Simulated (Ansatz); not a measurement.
Electric field gradients in SiC2N4

All numbers below come from DFT LDA, scalar-relativistic, plane waves, PAW (Ansatz 0.2.0). Plane waves to 420 eV; Γ-centred k mesh 4×4×4; fixed occupations. No spin polarisation.

The cell, relaxed at this level:
```
Si C N
1.0
     6.63053    0.00000    0.00000
     0.00000    6.63053    0.00000
     0.00000    0.00000    6.63053
Si C N
2 4 8
Direct
  0.00000 0.00000 0.00000
  0.50000 0.50000 0.50000
  0.75000 0.75000 0.75000
  0.75000 0.25000 0.25000
  0.25000 0.25000 0.75000
  0.25000 0.75000 0.25000
  0.85457 0.85457 0.85457
  0.64543 0.35457 0.35457
  0.14543 0.14543 0.85457
  0.35457 0.64543 0.35457
  0.85457 0.14543 0.14543
  0.64543 0.64543 0.64543
  0.14543 0.85457 0.14543
  0.35457 0.35457 0.64543
```

Question: Give V_zz (10²¹ V/m²) and the asymmetry η at each distinct site.

Answer:
```tsv
atom	V_zz	η
Si (atom 1)	0.000	zero by symmetry
C (atom 3)	-2.78	0.00
N (atom 7)	3.84	0.00
```

Cost: 1 run of about 0.35 core-minutes, on Intel Xeon Processor @ 2.50GHz (Skylake/Cascade Lake) (shared hosts).